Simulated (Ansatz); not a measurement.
LiCl:
```
LiCl
1.0
    0.00000     2.55724     2.55724
    2.55724     0.00000     2.55724
    2.55724     2.55724     0.00000
Li Cl
1 1
Cartesian
  0.00000   0.00000   0.00000
  2.55724   2.55724   2.55724
```

Relaxed with HSE06.

Q: Give the Bader charges and basin volumes of the independent atoms, HSE06 in the plane-wave PAW code Ansatz.

A: 

```csv
atom,Bader charge (e),Bader volume (Å³)
Li1,+0.91,3.7
Cl2,-0.91,29.8
```

Space group Fm-3m (rock salt). Symmetry was held in the HSE06 relaxation.

Potentials: the later of the program's two PAW sets.
